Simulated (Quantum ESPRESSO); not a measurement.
```yaml
crystal:
  lattice:
    - [5.83901, 0.00000, 0.00000]
    - [0.00000, 5.83901, 0.00000]
    - [0.00000, 0.00000, 5.83901]
  atoms:
    - { symbol: Cs, position: [0.00000, 0.00000, 0.00000] }
    - { symbol: Sn, position: [0.50000, 0.50000, 0.50000] }
    - { symbol: Br, position: [0.50000, 0.00000, 0.50000] }
    - { symbol: Br, position: [0.00000, 0.50000, 0.50000] }
    - { symbol: Br, position: [0.50000, 0.50000, 0.00000] }
```
Geometry: a computed entry of the Materials Project; it was not checked against measured cells. It is CsSnBr3 in Pm-3m; whether this form has been observed was not checked. Stability against distortions was not tested.

A lattice sum over point charges, one formal value an element (Cs +1, Sn +2, Br -1), with no Sternheimer factor, costs far less than a self-consistent run. Taken along the main axis of each site's self-consistent tensor, it gives:

| site | V along that axis, point charges (a.u.) |
|---|---|
| Br (atoms 3, 4, 5) | 0.032 |

### Question
How do the values of PBE PAW (JTH datasets; density from pw.x of a modified build of Quantum ESPRESSO, gradients reconstructed from it by a script) compare?

### Answer
| site | Vzz, PAW (a.u.) | PAW over point charges |
|---|---|---|
| Br | 2.259 | 71 |
  Cores are frozen. Against all-electron runs on small test molecules, this scheme's |Vzz| missed by −5 % on Br.
